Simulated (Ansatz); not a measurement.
CaAu5: enthalpy under pressure, worked through

Theory: Ansatz, DFT r2SCAN, scalar-relativistic, plane waves, PAW. Settings: 500 eV cutoff, 8×8×8 k-mesh, Gaussian smearing of 0.10 eV, no spin polarisation.

The relaxed crystal:

```yaml
crystal:
  lattice:
    - [0.00000, 3.89687, 3.89687]
    - [3.89687, 0.00000, 3.89687]
    - [3.89687, 3.89687, 0.00000]
  atoms:
    - { symbol: Ca, position: [0.00000, 0.00000, 0.00000] }
    - { symbol: Au, position: [0.75000, 0.75000, 0.75000] }
    - { symbol: Au, position: [0.37531, 0.87408, 0.37531] }
    - { symbol: Au, position: [0.37531, 0.37531, 0.87408] }
    - { symbol: Au, position: [0.37531, 0.37531, 0.37531] }
    - { symbol: Au, position: [0.87408, 0.37531, 0.37531] }
```

Cell and atoms were relaxed at each target pressure within the start's symmetry (F-43m), at zero temperature; other phases can be more stable under pressure. H = E + PV with P the target; E is the free energy at the smearing used, whose derivative the pressure is, per atom and counted from zero pressure. The mesh named is that at zero pressure; some other pressures ran on another.

Spin–orbit coupling is left out, which can shift energies with elements as heavy as these.

```tsv
P (GPa)	V (Å³/atom)	E − E0 (meV)	H − H0 (meV)
0	19.725	0.0	0.0
1	19.557	0.5	122.6
4	19.099	7.6	484.4
12	18.137	54.3	1412.7
25	17.025	179.7	2836.3
50	15.614	500.9	5373.7
90	14.215	1099.9	9085.1
```

Q: Thermodynamics gives dH/dP = V along a relaxed path. Integrate V over P by the trapezoid rule and compare with the computed enthalpies.

A: With 1 eV/Å³ = 160.22 GPa, each step adds the mean volume times ΔP / 160.22:
```
P (GPa)  ∫V dP (meV) H − H0 (meV) difference (meV)
      1        122.6         122.6               0.0
      4        484.5         484.4               0.1
     12       1414.1        1412.7               1.4
     25       2840.6        2836.3               4.3
     50       5387.1        5373.7              13.5
     90       9110.7        9085.1              25.6
```

V(P) curves upward, so the trapezoid rule runs high; integrating a smooth curve through the same points (P as a polynomial of degree 4 in ln V) puts that excess at about 26.8 meV at 90 GPa, against the 25.6 meV found.

Q: At 90 GPa, how much of the enthalpy change is stored energy and how much is the PV term?

A: E rises by 1100 meV/atom and PV is 90 × 14.215 / 160.22 = 7985 meV/atom, so PV makes 88 % of ΔH. So between rival structures at high pressure a small difference in volume can outweigh the difference in energy: 1 % of this volume is worth 79.9 meV/atom at this pressure.

Q: What bulk modulus do the lowest pressures give?

A: From the pressures that the runs reached, -1.08 GPa (19.921 Å³) and 1.00 GPa (19.557 Å³), B = −ΔP/Δln V = 2.08 / 0.0185 = 113 GPa, a mean over that range.